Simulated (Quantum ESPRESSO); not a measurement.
# NbHf3O7N: finding a planted mistake in a log

Simulated, not a measurement. The program is pw.x of Quantum ESPRESSO 7.5 (plane-wave density functional theory). The cell is made up: 12 atoms on a rutile lattice, with randomly drawn elements, strain and displacements, not relaxed. PseudoDojo standard norm-conserving files (v0.5 for PBE, v0.4.1 for LDA and PBEsol) set the functional; there is no spin polarisation, spin-orbit coupling or dispersion term, and the masses in the input are unused placeholders.

The hafnium pseudopotential is less sure than the others, with forces about 3 percent (worst 6) and pressure in oxides about 1.5 GPa (worst 2.7) from a second method in checks, which no rerun with the same files tests.

Intended input:

```
&control calculation='scf', pseudo_dir='./dojo.nc.sr.pbe.v0_5.standard.upf', outdir='./o', disk_io='low', tprnfor=.true., tstress=.true. /
&system ibrav=0, nat=12, ntyp=4, nbnd=54, ecutwfc=84.00895049, nosym=.true., tot_charge=0,
 occupations='smearing', smearing='fd', degauss=0.0018374661
/
&electrons conv_thr=7.350e-09, electron_maxstep=60, /
ATOMIC_SPECIES
Hf 1.0 Hf.upf
N 1.0 N.upf
Nb 1.0 Nb.upf
O 1.0 O.upf
CELL_PARAMETERS angstrom
4.9121 -0.0128 0.0631
-0.0128 4.8709 -0.0119
0.0834 -0.0157 6.5953
ATOMIC_POSITIONS angstrom
Nb 0.0369 0.0236 -0.0028
Hf 2.4368 2.392 1.6915
Hf -0.0801 -0.1337 3.2388
Hf 2.5604 2.3383 5.1212
O 1.4777 1.5127 0.1036
O 3.49 3.3348 0.0554
O 3.9919 0.9659 1.6942
O 1.0654 3.9426 1.6266
O 1.4332 1.5552 3.4404
N 3.378 3.3571 3.2737
O 4.1226 0.8985 4.9428
O 1.1467 3.8493 4.8739
K_POINTS automatic
5 5 4 1 1 1
```

The log is shortened where brackets say so; the opening notice, blank lines, dates and the lines on written files are dropped, and the path of the files is cut. It prints rydbergs, bohrs and kilobars, and counts compression as positive stress. Where no state is partly filled, the Fermi energy that it prints is only some level between the filled and the empty states on the mesh, and need not lie in the true gap.

Log of the intended run:

```
     Program PWSCF v.7.5
     Parallel version (MPI & OpenMP), running on       4 processor cores
     Number of MPI processes:                 4
     Threads/MPI process:                     1
     [start-up lines left out]
     bravais-lattice index     =            0
     lattice parameter (alat)  =       9.2833  a.u.
     unit-cell volume          =    1064.7106 (a.u.)^3
     number of atoms/cell      =           12
     number of atomic types    =            4
     number of electrons       =        96.00
     number of Kohn-Sham states=           54
     kinetic-energy cutoff     =      84.0090  Ry
     charge density cutoff     =     336.0358  Ry
     scf convergence threshold =      7.3E-09
     mixing beta               =       0.7000
     number of iterations used =            8  plain     mixing
     Exchange-correlation= PBE
                           (   1   4   3   4   0   0   0)
     [axes and pseudopotential details left out]
   Cartesian axes
     site n.     atom                  positions (alat units)
         1        Nb     tau(   1) = (   0.0075114   0.0048040  -0.0005700  )
         2        Hf     tau(   2) = (   0.4960385   0.4869189   0.3443242  )
         3        Hf     tau(   3) = (  -0.0163053  -0.0272162   0.6592948  )
         4        Hf     tau(   4) = (   0.5211987   0.4759877   1.0424788  )
         5        O      tau(   5) = (   0.3008027   0.3079274   0.0210890  )
         6        O      tau(   6) = (   0.7104294   0.6788367   0.0112773  )
         7        O      tau(   7) = (   0.8125969   0.1966200   0.3448738  )
         8        O      tau(   8) = (   0.2168743   0.8025613   0.3311130  )
         9        O      tau(   9) = (   0.2917442   0.3165787   0.7003327  )
        10        N      tau(  10) = (   0.6876305   0.6833761   0.6663991  )
        11        O      tau(  11) = (   0.8392024   0.1828999   1.0061634  )
        12        O      tau(  12) = (   0.2334239   0.7835690   0.9921381  )
     number of k points=    50  Fermi-Dirac smearing, width (Ry)=  0.0018
                       cart. coord. in units 2pi/alat
        k(    1) = (   0.0990896   0.1013399   0.0920947), wk =   0.0400000
        k(    2) = (   0.0966983   0.1017886   0.2783390), wk =   0.0400000
     [further k points left out]
     Dense  grid:   110685 G-vectors     FFT dimensions: (  60,  54,  75)
     Estimated max dynamical RAM per process >     338.00 MB
     Estimated total dynamical RAM >       1.24 GB
     Initial potential from superposition of free atoms
     starting charge      95.9921, renormalised to      96.0000
     Starting wfcs are   72 randomized atomic wfcs
     total cpu time spent up to now is        7.6 secs
     per-process dynamical memory:   267.0 Mb
     Self-consistent Calculation
     iteration #  1     ecut=    84.01 Ry     beta= 0.70
     Davidson diagonalization with overlap
     ethr =  1.00E-02,  avg # of iterations =  2.0
     total cpu time spent up to now is       20.9 secs
     total energy              =    -713.13908542 Ry
     estimated scf accuracy    <       6.58935599 Ry
     iteration #  2     ecut=    84.01 Ry     beta= 0.70
     Davidson diagonalization with overlap
     ethr =  6.86E-03,  avg # of iterations =  6.9
     total cpu time spent up to now is       39.9 secs
     total energy              =    -708.65051609 Ry
     estimated scf accuracy    <      54.57321788 Ry
     [iterations 3 to 16 left out]
     iteration # 17     ecut=    84.01 Ry     beta= 0.70
     Davidson diagonalization with overlap
     ethr =  7.63E-11,  avg # of iterations =  4.3
     total cpu time spent up to now is      331.8 secs
     total energy              =    -716.63134063 Ry
     estimated scf accuracy    <       0.00000002 Ry
     iteration # 18     ecut=    84.01 Ry     beta= 0.70
     Davidson diagonalization with overlap
     ethr =  1.70E-11,  avg # of iterations =  4.6
     total cpu time spent up to now is      349.9 secs
     End of self-consistent calculation
     [lines on levels left out]
     the Fermi energy is    10.1035 ev
!    total energy              =    -716.63134064 Ry
     estimated scf accuracy    <          6.8E-09 Ry
     smearing contrib. (-TS)   =      -0.00000111 Ry
     internal energy E=F+TS    =    -716.63133953 Ry
     The total energy is F=E-TS. E is the sum of the following terms:
     one-electron contribution =    -183.50987642 Ry
     hartree contribution      =     138.58368823 Ry
     xc contribution           =    -176.04772594 Ry
     ewald contribution        =    -495.65742540 Ry
     convergence has been achieved in  18 iterations
     Forces acting on atoms (cartesian axes, Ry/au):
     atom    1 type  3   force =     0.00336336   -0.02375861   -0.01702084
     atom    2 type  1   force =     0.01786611    0.02526189    0.18429673
     atom    3 type  1   force =     0.04642329   -0.00347152    0.02160709
     atom    4 type  1   force =    -0.00962801    0.03726794   -0.19709231
     atom    5 type  4   force =    -0.05611991   -0.06898834   -0.03311211
     atom    6 type  4   force =     0.03588951    0.04591605    0.00221862
     atom    7 type  4   force =     0.04072950   -0.05916656   -0.08270613
     atom    8 type  4   force =    -0.06073856    0.04735703   -0.08477196
     atom    9 type  4   force =     0.02981499   -0.02148751   -0.03035071
     atom   10 type  2   force =     0.01430410   -0.01399694    0.02468096
     atom   11 type  4   force =     0.00395475   -0.02539027    0.11304944
     atom   12 type  4   force =    -0.06585913    0.06045685    0.09920122
     Total force =     0.388367     Total SCF correction =     0.000143
     Computing stress (Cartesian axis) and pressure
          total   stress  (Ry/bohr**3)                   (kbar)     P=      -85.59
  -0.00039142  -0.00000058  -0.00013880          -57.58       -0.09      -20.42
  -0.00000058  -0.00033840   0.00011945           -0.09      -49.78       17.57
  -0.00013880   0.00011945  -0.00101577          -20.42       17.57     -149.43
     init_run     :      6.98s CPU      7.38s WALL (       1 calls)
     electrons    :    339.39s CPU    342.36s WALL (       1 calls)
     forces       :      3.05s CPU      3.10s WALL (       1 calls)
     stress       :     10.80s CPU     11.22s WALL (       1 calls)
     [timing details left out]
     PWSCF        :   6m 0.47s CPU   6m 4.47s WALL
     JOB DONE.
```

A second run was made from an input with one planted mistake. Its log:

```
     Program PWSCF v.7.5
     Parallel version (MPI & OpenMP), running on       4 processor cores
     Number of MPI processes:                 4
     Threads/MPI process:                     1
     [start-up lines left out]
     bravais-lattice index     =            0
     lattice parameter (alat)  =       9.2833  a.u.
     unit-cell volume          =    1064.7106 (a.u.)^3
     number of atoms/cell      =           12
     number of atomic types    =            4
     number of electrons       =        96.00
     number of Kohn-Sham states=           54
     kinetic-energy cutoff     =      84.0090  Ry
     charge density cutoff     =     336.0358  Ry
     scf convergence threshold =      7.3E-09
     mixing beta               =       0.7000
     number of iterations used =            8  plain     mixing
     Exchange-correlation= PBE
                           (   1   4   3   4   0   0   0)
     [axes and pseudopotential details left out]
   Cartesian axes
     site n.     atom                  positions (alat units)
         1        Nb     tau(   1) = (   0.0075114   0.0048040  -0.0005700  )
         2        Hf     tau(   2) = (   0.4960385   0.4869189   0.3443242  )
         3        Hf     tau(   3) = (  -0.0163053  -0.0272162   0.6592948  )
         4        Hf     tau(   4) = (   0.5211987   0.4759877   1.0424788  )
         5        O      tau(   5) = (   0.3008027   0.3079274   0.0210890  )
         6        O      tau(   6) = (   0.7104294   0.6788367   0.0112773  )
         7        O      tau(   7) = (   0.8125969   0.1966200   0.3448738  )
         8        O      tau(   8) = (   0.2168743   0.8025613   0.3311130  )
         9        O      tau(   9) = (   0.2917442   0.3165787   0.7003327  )
        10        O      tau(  10) = (   0.6876305   0.6833761   0.6663991  )
        11        O      tau(  11) = (   0.8392024   0.1828999   1.0061634  )
        12        N      tau(  12) = (   0.2334239   0.7835690   0.9921381  )
     number of k points=    50  Fermi-Dirac smearing, width (Ry)=  0.0018
                       cart. coord. in units 2pi/alat
        k(    1) = (   0.0990896   0.1013399   0.0920947), wk =   0.0400000
        k(    2) = (   0.0966983   0.1017886   0.2783390), wk =   0.0400000
     [further k points left out]
     Dense  grid:   110685 G-vectors     FFT dimensions: (  60,  54,  75)
     Estimated max dynamical RAM per process >     338.00 MB
     Estimated total dynamical RAM >       1.24 GB
     Initial potential from superposition of free atoms
     starting charge      95.9921, renormalised to      96.0000
     Starting wfcs are   72 randomized atomic wfcs
     total cpu time spent up to now is        7.1 secs
     per-process dynamical memory:   267.0 Mb
     Self-consistent Calculation
     iteration #  1     ecut=    84.01 Ry     beta= 0.70
     Davidson diagonalization with overlap
     ethr =  1.00E-02,  avg # of iterations =  2.0
     total cpu time spent up to now is       18.2 secs
     total energy              =    -713.28662833 Ry
     estimated scf accuracy    <       6.38044072 Ry
     iteration #  2     ecut=    84.01 Ry     beta= 0.70
     Davidson diagonalization with overlap
     ethr =  6.65E-03,  avg # of iterations =  6.5
     total cpu time spent up to now is       36.5 secs
     total energy              =    -709.22010304 Ry
     estimated scf accuracy    <      47.93884288 Ry
     [iterations 3 to 16 left out]
     iteration # 17     ecut=    84.01 Ry     beta= 0.70
     Davidson diagonalization with overlap
     ethr =  1.09E-10,  avg # of iterations =  2.0
     total cpu time spent up to now is      258.5 secs
     total energy              =    -716.68014510 Ry
     estimated scf accuracy    <       0.00000002 Ry
     iteration # 18     ecut=    84.01 Ry     beta= 0.70
     Davidson diagonalization with overlap
     ethr =  1.94E-11,  avg # of iterations =  5.0
     total cpu time spent up to now is      271.0 secs
     End of self-consistent calculation
     [lines on levels left out]
     the Fermi energy is    10.3608 ev
!    total energy              =    -716.68014510 Ry
     estimated scf accuracy    <          6.3E-09 Ry
     smearing contrib. (-TS)   =      -0.00000000 Ry
     internal energy E=F+TS    =    -716.68014510 Ry
     The total energy is F=E-TS. E is the sum of the following terms:
     one-electron contribution =    -184.32654577 Ry
     hartree contribution      =     139.04077108 Ry
     xc contribution           =    -176.06271275 Ry
     ewald contribution        =    -495.33165766 Ry
     convergence has been achieved in  18 iterations
     Forces acting on atoms (cartesian axes, Ry/au):
     atom    1 type  3   force =     0.05246922   -0.08436938   -0.13775083
     atom    2 type  1   force =    -0.00978716   -0.00162380    0.10766634
     atom    3 type  1   force =     0.08425125    0.02256327    0.06573970
     atom    4 type  1   force =    -0.04757721    0.02724746   -0.11572424
     atom    5 type  4   force =    -0.02415039   -0.03680712   -0.00457248
     atom    6 type  4   force =     0.01735356    0.02981546    0.02540543
     atom    7 type  4   force =     0.01378086   -0.03047607   -0.03461267
     atom    8 type  4   force =    -0.05008025    0.03682094   -0.04706257
     atom    9 type  4   force =     0.03844713   -0.01831348   -0.05537573
     atom   10 type  4   force =     0.01820651   -0.01227410    0.00530813
     atom   11 type  4   force =    -0.00990370   -0.01513475    0.07913161
     atom   12 type  2   force =    -0.08300981    0.08255157    0.11184731
     Total force =     0.345324     Total SCF correction =     0.000175
     Computing stress (Cartesian axis) and pressure
          total   stress  (Ry/bohr**3)                   (kbar)     P=      -88.90
  -0.00044305   0.00002045  -0.00009542          -65.18        3.01      -14.04
   0.00002045  -0.00032978   0.00003771            3.01      -48.51        5.55
  -0.00009542   0.00003771  -0.00104009          -14.04        5.55     -153.00
     init_run     :      6.56s CPU      6.90s WALL (       1 calls)
     electrons    :    262.42s CPU    263.97s WALL (       1 calls)
     forces       :      2.53s CPU      2.57s WALL (       1 calls)
     stress       :      8.35s CPU      8.69s WALL (       1 calls)
     [timing details left out]
     PWSCF        :   4m40.06s CPU   4m42.43s WALL
     JOB DONE.
```

Question: what was wrong in the second input?

Answer: two atoms have their elements exchanged. The input lines that differ, file-writing options aside:

```
- N 3.378 3.3571 3.2737
+ O 3.378 3.3571 3.2737
- O 1.1467 3.8493 4.8739
+ N 1.1467 3.8493 4.8739
```

|  | intended run | run with the mistake |
| --- | --- | --- |
| free energy (eV) | -9750.266 | -9750.930 |
| smearing term -TS (eV) | 0.0000 | 0.0000 |
| pressure (GPa) | -8.56 | -8.89 |
| largest force component (eV/Å) | 5.067 | 3.542 |
| largest change of a force component (eV/Å) |  | 3.104 |
| iterations | 18 | 18 |

For scale, a rerun of the intended cell at 1467 eV and a 7 x 7 x 6 mesh moved values by no more than 0.004 eV in energy, 0.03 GPa in stress and 0.003 eV/Å in force.